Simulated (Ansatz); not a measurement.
# Li$_{3}$TaO$_{4}$: nudged elastic band, switching between two relaxed distorted structures

Method: DFT PBEsol, scalar-relativistic, plane waves, PAW (Ansatz). The runs took a 420 eV cutoff, a Γ-centred 10×10×10 mesh and Gaussian smearing (0.05 eV). Spin–orbit coupling is left out, which matters for the heavy elements here. No spin polarisation.

1 inner image(s), climbing off, force tolerance 0.05 eV/Å, at most 60 iterations, fixed cell.

It took 58 s on 2 threads of AMD EPYC 9R45 96-Core Processor (Zen 5), on a shared host, peak memory 1.8 GiB.

Command:
```bash
ansatz run input.yaml --threads 2 --pin off --max-ram 5120MiB --backend cpu --events-out ev --progress --plain --runs-dir out
```

Input:
```yaml
crystal:
  lattice:
    - [-2.0422644308, 2.0422644308, 4.252959294]
    - [2.0422644308, -2.0422644308, 4.252959294]
    - [2.0422644308, 2.0422644308, -4.252959294]
  atoms:
    - { symbol: Li, position: [0.5330051467, 0.5330051467, 0.0] }
    - { symbol: Li, position: [0.2512984404, 0.7512984404, 0.5] }
    - { symbol: Li, position: [0.7512984404, 0.2512984404, 0.5] }
    - { symbol: Ta, position: [-0.0032127953, -0.0032127953, 0.0] }
    - { symbol: O, position: [-0.0026255145, 0.4973744855, 0.5] }
    - { symbol: O, position: [0.7689498336, 0.7689498336, 0.0] }
    - { symbol: O, position: [0.4973744855, -0.0026255145, 0.5] }
    - { symbol: O, position: [0.2200572884, 0.2200572884, 0.0] }
basis:
  ecutwfc: 420
kpoints:
  mp_grid: { grid: [10, 10, 10] }
hamiltonian:
  xc: pbesol
scf:
  occupations: { method: gaussian, width: 0.05 }
output:
  forces: true
neb:
  images: 1
  f_tol: 0.05
  max_iterations: 60
  order_check: false
  final_atoms:
    - { symbol: Li, position: [0.4669948366, 0.4669948366, 0.0] }
    - { symbol: Li, position: [0.2487015248, 0.7487015248, 0.5] }
    - { symbol: Li, position: [0.7487015248, 0.2487015248, 0.5] }
    - { symbol: Ta, position: [0.003212817, 0.003212817, 0.0] }
    - { symbol: O, position: [0.0026255543, 0.5026255543, 0.5] }
    - { symbol: O, position: [0.779942714, 0.779942714, 0.0] }
    - { symbol: O, position: [0.5026255543, 0.0026255543, 0.5] }
    - { symbol: O, position: [0.2310501489, 0.2310501489, 0.0] }
  climbing: false
```

Output (its end):
```
...
  forward barrier  = 0.017504 eV
  backward barrier = 0.017504 eV
  lagrangian_above_aufbau_ev (what the smearing adds, to first order; not taken off the barriers): saddle image -0.000000 eV, end points -0.000000 and -0.000000 eV
  energies are F+E_penalty+E_count in eV, relative to image 0
  image s (Å)  Δ vs image 0  max|band force component| (eV/Å)
      0    0.0000      0.000000                                 —
  *   1    0.2878      0.017504                          4.771e-2
      2    0.5756     -0.000000                                 —
  highest-image geometry (image 1):
  cell:  # Å, volume = 70.9537 Å³
    - [-2.0422644308, 2.0422644308, 4.252959294]
    - [2.0422644308, -2.0422644308, 4.252959294]
    - [2.0422644308, 2.0422644308, -4.252959294]
  atoms:
    - { symbol: Li, position: [0.4999999916499999, 0.4999999916499999, 0.0] }
    - { symbol: Li, position: [0.2499999825999999, 0.7499999825999999, 0.5] }
    - { symbol: Li, position: [0.7499999825999999, 0.2499999825999999, 0.5] }
    - { symbol: Ta, position: [1.0850000000054825e-8, 1.0850000000054825e-8, 0.0] }
    - { symbol: O, position: [1.9899999987238042e-8, 0.5000000199, 0.49999999999999994] }
    - { symbol: O, position: [0.7744462737999999, 0.7744462737999999, 0.0] }
    - { symbol: O, position: [0.5000000199, 1.9899999987238042e-8, 0.49999999999999994] }
    - { symbol: O, position: [0.22555371864999996, 0.22555371864999996, 0.0] }
```

The run converged.

Final band:

```
image s (Å)  ΔE (eV)
    0  0.000    0.000
    1  0.288    0.018
    2  0.576    0.000
```

Highest image over the start 0.018 eV, over the end 0.018 eV. The order of the saddle wasn't checked, and a path that keeps a symmetry can read too high. Without a climbing image the barrier can read too low.

By iteration:

```csv
iteration,largest band force component (eV/Å),highest image (eV)
1,0.048,0.018
```

Images of the last band (Å, true forces in eV/Å):

```xyz
8
Lattice="-2.042 2.042 4.253 2.042 -2.042 4.253 2.042 2.042 -4.253" Properties=species:S:1:pos:R:3:forces:R:3 pbc="T T T" image=0 dE_eV=0.0000
Li    0.000    0.000    4.534    0.000    0.000    0.000
Li    2.042    0.000    2.138    0.000    0.000    0.000
Li    0.000    2.042    2.138    0.000    0.000    0.000
Ta    0.000    0.000   -0.027    0.000    0.000    0.000
O     2.042    0.000   -0.022    0.000    0.000    0.000
O     0.000    0.000    6.541    0.000    0.000    0.000
O     0.000    2.042   -0.022    0.000    0.000    0.000
O     0.000    0.000    1.872    0.000    0.000    0.000
8
Lattice="-2.042 2.042 4.253 2.042 -2.042 4.253 2.042 2.042 -4.253" Properties=species:S:1:pos:R:3:forces:R:3 pbc="T T T" image=1 dE_eV=0.0175
Li    0.000    0.000    4.253    0.000    0.000    0.000
Li    2.042    0.000    2.126    0.000    0.000    0.000
Li    0.000    2.042    2.126    0.000    0.000    0.000
Ta    0.000    0.000    0.000    0.000    0.000    0.000
O     2.042    0.000    0.000    0.000    0.000    0.000
O     0.000    0.000    6.587    0.000    0.000   -0.048
O     0.000    2.042    0.000    0.000    0.000    0.000
O     0.000    0.000    1.919    0.000    0.000    0.048
8
Lattice="-2.042 2.042 4.253 2.042 -2.042 4.253 2.042 2.042 -4.253" Properties=species:S:1:pos:R:3:forces:R:3 pbc="T T T" image=2 dE_eV=0.0000
Li    0.000    0.000    3.972    0.000    0.000    0.000
Li    2.042    0.000    2.115    0.000    0.000    0.000
Li    0.000    2.042    2.115    0.000    0.000    0.000
Ta    0.000    0.000    0.027    0.000    0.000    0.000
O     2.042    0.000    0.022    0.000    0.000    0.000
O     0.000    0.000    6.634    0.000    0.000    0.000
O     0.000    2.042    0.022    0.000    0.000    0.000
O     0.000    0.000    1.965    0.000    0.000    0.000
```